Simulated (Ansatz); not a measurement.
**NiSb: input and output of an SCF run**

NiSb is taken as an experimental structure (space group P6_3/mmc), 4 atoms in the cell. Source: COD entry 9008903; it may be a high-temperature, high-pressure or metastable form.

All numbers below come from Ansatz, DFT, PBE+U, PAW, plane waves, scalar-relativistic.

The input:

```yaml
crystal:
  lattice:
    - [3.93999996, 0.0, 0.0]
    - [-1.96999998, 3.41214006, 0.0]
    - [0.0, 0.0, 5.14]
  atoms:
    - { symbol: Ni, position: [0.0, 0.0, 0.0] }
    - { symbol: Ni, position: [0.0, 0.0, 0.5] }
    - { symbol: Sb, position: [0.33333333, 0.66666667, 0.25] }
    - { symbol: Sb, position: [0.66666667, 0.33333333, 0.75] }
hamiltonian:
  xc: pbe
  pseudopotentials: { kind: paw }
  hubbard: { sites: [{ species: Ni, l: d, u_eff: 6.1 }] }
basis:
  ecutwfc: 420
kpoints:
  mp_grid: { grid: [8, 8, 6] }
scf:
  occupations: { method: gaussian, width: 0.1 }
  lower_state_search: "off"
output:
  forces: true
  stress: true
```

Output (shortened):

```
Ni: projections on atomic orbitals take those of the free atom [Ne] 3s2 3p6 3d8 4s2, of charge +0.00 (hamiltonian.pseudopotentials.projection_atoms); the dataset's partial waves leave at most 1.6e-6 of an orbital's norm unspanned inside its sphere
Sb: projections on atomic orbitals take those of the free atom [Kr] 4d10 5s2 5p3, of charge +0.00 (hamiltonian.pseudopotentials.projection_atoms); the dataset's partial waves leave at most 3.6e-6 of an orbital's norm unspanned inside its sphere
Pseudopotentials: kind: paw
Pseudopotential: Ni, paw, valence charge 18, recommended cutoff 420 eV (normal), Ni.paw.azcp
Pseudopotential: Sb, paw, valence charge 15, recommended cutoff 420 eV (normal), Sb.paw.azcp
Functional definition: PBE
Crystal: 4 atoms, lattice volume = 69.101 Å³
Basis set: ecut = 420 eV, 1385 PW (Γ), exchange–correlation on 54×54×72 points (8 copies of the dense FFT grid, shifted against one another)
Bands: 38, of which v1, the nominal top of the filled ones, is band 33 counted from 1 (32 counted from 0)
Symmetry: 24 space group operations
Space group: P63/mmc (ITA 194), of the structure as read, at distance tolerance 4.1e-5 Å
k-points: 40 of 384
Non-local potential: Ni, projectors of the file, l = 0: 3, l = 1: 2, l = 2: 3, l = 3: 1
Non-local potential: Sb, projectors of the file, l = 0: 2, l = 1: 2, l = 2: 2, l = 3: 2
Initial density: superposition of atomic densities (chi_scale 0.1, normalization cell, long waves of neutral atoms under a Hubbard term (reshape's long-wave potential 0.00 eV rms, cloud 2.63 Å wide))
Initial wavefunctions: pseudopotential atomic-orbital guess
Functional: x = pbe(κ = 0.804, μ = 0.2195149727645171), c = pbe(β = 0.06672455060314922)
SCF iter   1: F=—  HF=-24650.676557 eV  |F-HF|=—  |Δ(HF+E_count)|=         —  Δρ=2.48e-1  dr2=3.83e1  ethr=3.10e-3  ⟨swp⟩=5.9  Hψ=5393  notcnv=0
preconditioner: auto → Resta (q_TF=auto, 2.707 Å⁻¹)  ε∞=4.3  [insulator: Δε(μ)=0.157 eV  Ē_g=17.435 eV  σ=0.100 eV  W_gap=0.58  n_scr=22 (ndim 8)  ℏωp=31.6 eV  f_vac=0.000  D(μ)=0.47/eV (n_scr^D=0)  ε∞_Penn≈4.3]
SCF iter   2: F=—  HF=-24649.599824 eV  |F-HF|=—  |Δ(HF+E_count)|=    1.08e0  Δρ=2.87e-1  dr2=3.09e1  ethr=3.10e-3  ⟨swp⟩=4.0  Hψ=4083  notcnv=0  defer=27
preconditioner: auto → Kerker (q_TF=auto, 2.707 Å⁻¹)  [metal: Δε(μ)=0.008 eV  Ē_g=17.230 eV  σ=0.100 eV  W_gap=0.05  n_scr=22 (ndim 8)  ℏωp=31.6 eV  f_vac=0.000  D(μ)=2.50/eV (n_scr^D=22)]
SCF iter   3: F=—  HF=-24645.058461 eV  |F-HF|=—  |Δ(HF+E_count)|=    4.54e0  Δρ=5.91e-2  dr2=3.96e0  ethr=3.10e-3  ⟨swp⟩=4.0  Hψ=4001  notcnv=0  defer=21
SCF iter   4: F=—  HF=-24644.453254 eV  |F-HF|=—  |Δ(HF+E_count)|=   6.05e-1  Δρ=6.11e-2  dr2=1.30e0  ethr=3.10e-3  ⟨swp⟩=3.0  Hψ=2555  notcnv=0  defer=27
SCF iter   5: F=—  HF=-24644.399233 eV  |F-HF|=—  |Δ(HF+E_count)|=   5.40e-2  Δρ=4.31e-2  dr2=7.04e-1  ethr=1.98e-3  ⟨swp⟩=2.1  Hψ=1925  notcnv=0  defer=22
SCF iter   6: F=—  HF=-24644.308428 eV  |F-HF|=—  |Δ(HF+E_count)|=   9.08e-2  Δρ=6.13e-3  dr2=1.45e-2  ethr=1.07e-3  ⟨swp⟩=2.0  Hψ=2105  notcnv=0  defer=22
SCF iter   7: F=—  HF=-24644.307429 eV  |F-HF|=—  |Δ(HF+E_count)|=   9.99e-4  Δρ=7.62e-4  dr2=9.23e-4  ethr=2.20e-5  ⟨swp⟩=2.0  Hψ=2515  notcnv=0  defer=22
SCF iter   8: F=—  HF=-24644.307396 eV  |F-HF|=—  |Δ(HF+E_count)|=   3.27e-5  Δρ=4.08e-4  dr2=1.61e-4  ethr=1.40e-6  ⟨swp⟩=2.2  Hψ=2218  notcnv=0  defer=22
SCF iter   9: F=—  HF=-24644.307393 eV  |F-HF|=—  |Δ(HF+E_count)|=   3.17e-6  Δρ=1.21e-4  dr2=1.03e-5  ethr=2.44e-7  ⟨swp⟩=2.0  Hψ=1718  notcnv=0  defer=22
SCF iter  10: F=—  HF=-24644.307390 eV  |F-HF|=—  |Δ(HF+E_count)|=   3.57e-6  Δρ=1.51e-5  dr2=1.51e-7  ethr=1.56e-8  ⟨swp⟩=2.0  Hψ=1977  notcnv=0  defer=22
SCF iter  11: F=-24644.307389 eV  HF=-24644.307389 eV  |F-HF|=5.48e-9  |Δ(HF+E_count)|=   2.62e-8  Δρ=4.27e-6  dr2=1.03e-8  ethr=1.52e-10  ⟨swp⟩=8.2  Hψ=6929  notcnv=0
the last iteration of the SCF fills more bands at one k-point than at another: 30 at k=3 and 34 at k=12 (a band counts as filled where it holds over half of its capacity, the bands of one level by their mean; [...]
SCF 1 converged in 11 iterations: F = -24644.307389 eV  dr2 = 1.03e-8
  greatest PAW one-centre occupation: 1.002 electrons in one spin orbital (limit 2), on the Ni atom at site 1 (counted from 0), in its partial waves of l = 1
SCF converged after 11 iterations
Free energy (F): -24644.307389 eV
Harris-Foulkes:  -24644.307389 eV  (|F-HF|=5.48e-9)
Internal energy: -24644.301919 eV  (E = F + TS)
E sigma→0 (E₀):  -24644.304654 eV
Entropy (-TS):   -0.005471 eV (-1.368 meV/atom)
Fermi energy:    14.813901 eV
--- Per-component energies (eV) ---
  E_band       = -877.418647
  E_kinetic    = 994.214512
  E_local      = -11180.966220  (includes V_loc(G=0)·N_el)
  E_nonlocal   = 2024.756842
  E_hartree    = 4915.647566
  E_xc         = -447.435830
  E_vxc        = -412.760152  (∫ρ·V_xc dr)
  E_hubbard    = 4.711291  (on-site DFT+U / exact-exchange correction)
  E_vhub       = -46.236459  (the Hubbard potential's part of the band-sum identity)
  E_paw        = -12436.919904  (= ΣΔE_a)
  E_vpaw       = -2087.713588  (= ΣTr[D̂ρ^β])
  E_aug_tail   = 0.001009  (compensation charges beyond the density's cutoff)
  E_ewald      = -8518.311184
  E_smearing   = -0.005471  (= −TS)
  E_closure    = -0.000000  (closes the sum)
  Σ components = -24644.307389   (vs F -24644.307389, Δ=0.00e0)
--- Forces (eV/Å), atoms counted from 1 ---
  atom   1  Ni     0.00000000     0.00000000     0.00000000
  atom   2  Ni     0.00000000     0.00000000     0.00000000
  atom   3  Sb    -0.00000000     0.00000000     0.00000000
  atom   4  Sb     0.00000000    -0.00000000     0.00000000
  max |Σ_I F_I| component: 9.25e-18 eV/Å
--- Stress (GPa, compression-positive) ---
        1.635106       0.000000       0.000000
       -0.000000       1.635106      -0.000000
        0.000000      -0.000000       2.204232
  P = ⅓ Tr σ = 1.8248 GPa (18.248 kbar)
```

Among 14 converged runs of this cell from various starts and settings, this end is the lowest found.

A static U favours moments and orbital order; the result depends on U and need not be the measured state.

The run took 4.2 s on 2 threads of Arm Neoverse V2, on a shared host, peak memory 0.46 GiB.
